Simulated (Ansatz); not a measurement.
This cell of SiC (4H type, space group P6_3mc) is off equilibrium:

```
SiC
1.0
    3.12623     0.00000     0.00000
   -1.56312     2.70740     0.00000
    0.00000     0.00000    10.23606
Si C
4 4
Direct
  0.00000   0.00000   0.00028
  0.00000   0.00000   0.50028
  0.66667   0.33333   0.75027
  0.33333   0.66667   0.25027
  0.00000   0.00000   0.81287
  0.00000   0.00000   0.31287
  0.66667   0.33333   0.56220
  0.33333   0.66667   0.06220
```

The numbers are results of r2SCAN (plane waves to 500 eV, PAW, scalar-relativistic; Ansatz, an electronic-structure program), not measurements. k mesh 12×12×4 (Γ-centred), Fermi-Dirac smearing 0.05 eV. Energies are smeared free energies. Stress and pressure are positive under compression. SiC was relaxed with its symmetry unable to fall. The PAW data are Ansatz's earlier set.

**Question.** Give the stress tensor in GPa and the pressure.

**Answer.** 
```
   -9.8      0.0      0.0
    0.0     -9.8      0.0
    0.0      0.0     -9.7
```
The pressure, a third of the trace, is -9.7 GPa.

**Question.** It is the relaxed cell scaled evenly to V/V₀ = 1.048, atoms relaxed where free. What is its energy relative to the relaxed cell?

**Answer.** 15.7 meV/atom.

(Under strain, the slope of the energy per volume gives the stress and its curvature an elastic modulus.)
